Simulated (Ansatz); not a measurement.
CuS (zincblende type), DFT, PBEsol, all-electron PAW with datasets made for the crystal, scalar-relativistic (Ansatz 0.2.0), on 1 thread of AMD EPYC 9R45 (Zen 5) (shared host).

Command: `ansatz run input.yaml --threads 1 --pin off --max-ram 2048MiB --backend cpu --events-out ev --progress --plain --runs-dir out`

```yaml
crystal:
  lattice:
    - [0.0, 1.8880604175, 1.8880604175]
    - [1.8880604175, 0.0, 1.8880604175]
    - [1.8880604175, 1.8880604175, 0.0]
  atoms:
    - { symbol: Cu, position: [0.0, 0.0, 0.0] }
    - { symbol: S, position: [0.25, 0.25, 0.25] }
kpoints:
  mp_grid: { grid: [14, 14, 14] }
scf:
  occupations: { method: fermi_dirac, width: 0.05 }
hamiltonian:
  xc: pbesol
  pseudopotentials: { kind: all_electron, datasets: crystal }
output:
  forces: true
  stress: true
  eigenvalues: true
```

Task: How large is the problem that the program sets up?

Result: 104 irreducible k-points, 645 plane waves at Γ, 13 bands.

Task: About how long does it take, and how much memory?

Result: 8.4 s of wall time for 8 SCF iterations, with a peak of 0.73 GiB. Times on shared machines scatter by tens of per cent.
